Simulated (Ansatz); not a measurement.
Starting cell, CaPbF$_{6}$ (space group Fm-3m):

```
CaPbF6
1.0
    0.00000     4.24549     4.24549
    4.24549     0.00000     4.24549
    4.24549     4.24549     0.00000
Ca Pb F
1 1 6
Direct
  0.50000   0.50000   0.50000
  0.00000   0.00000   0.00000
  0.75822   0.75822   0.24178
  0.24178   0.24178   0.75822
  0.24178   0.75822   0.75822
  0.75822   0.24178   0.24178
  0.75822   0.24178   0.75822
  0.24178   0.75822   0.24178
```

The atoms are displaced by Q × the pattern below (from a DFPT mode at Γ, largest move 1; Q in Å), at fixed cell. It is one choice among 3 degenerate patterns.

```json
[
 {"atom": "F3", "x": "0.000", "y": "-1.000", "z": "0.000"},
 {"atom": "F4", "x": "0.000", "y": "1.000", "z": "0.000"},
 {"atom": "F7", "x": "0.000", "y": "0.000", "z": "1.000"},
 {"atom": "F8", "x": "0.000", "y": "0.000", "z": "-1.000"}
]
```

Atoms not listed stay in place.

These are LDA (plane waves to 420 eV, PAW, scalar-relativistic; Ansatz, an electronic-structure program) values and carry that method's errors. k mesh 7×7×7 (Γ-centred), fixed occupations. CaPbF6 was relaxed with its symmetry unable to fall. Spin-orbit coupling is left out, though Pb is heavy. ΔE is measured from the undisplaced structure.

```json
[
 {"Q (Å)": "-0.2750", "ΔE (meV/cell)": "3.3"},
 {"Q (Å)": "-0.2292", "ΔE (meV/cell)": "-0.8"},
 {"Q (Å)": "-0.1833", "ΔE (meV/cell)": "withheld"},
 {"Q (Å)": "-0.1375", "ΔE (meV/cell)": "-1.9"},
 {"Q (Å)": "-0.0917", "ΔE (meV/cell)": "-1.1"},
 {"Q (Å)": "-0.0458", "ΔE (meV/cell)": "-0.3"},
 {"Q (Å)": "0.0000", "ΔE (meV/cell)": "0.0"},
 {"Q (Å)": "0.0458", "ΔE (meV/cell)": "-0.3"},
 {"Q (Å)": "0.0917", "ΔE (meV/cell)": "-1.1"},
 {"Q (Å)": "0.1375", "ΔE (meV/cell)": "-1.9"},
 {"Q (Å)": "0.1833", "ΔE (meV/cell)": "withheld"},
 {"Q (Å)": "0.2292", "ΔE (meV/cell)": "-0.8"},
 {"Q (Å)": "0.2750", "ΔE (meV/cell)": "3.3"}
]
```

Task: Fit an even polynomial form (powers 2, 4) to the given rows and predict ΔE at Q = -0.1833.

Result: Least squares on the 11 given rows: ΔE = (-149.3)·Q² + (2551)·Q⁴, in meV/cell with Q in Å; root-mean-square residual 0.01 meV/cell. At -0.1833 the fit gives -2.1 meV/cell; the calculation gives -2.1 meV/cell, the same to the digits shown. The quadratic term alone would give -5.0 meV/cell: it is negative, as the undisplaced cell is unstable along this move.

(For displaced atoms, the force is minus the slope of the energy, and its curvature is a force constant, which sets phonon frequencies.)
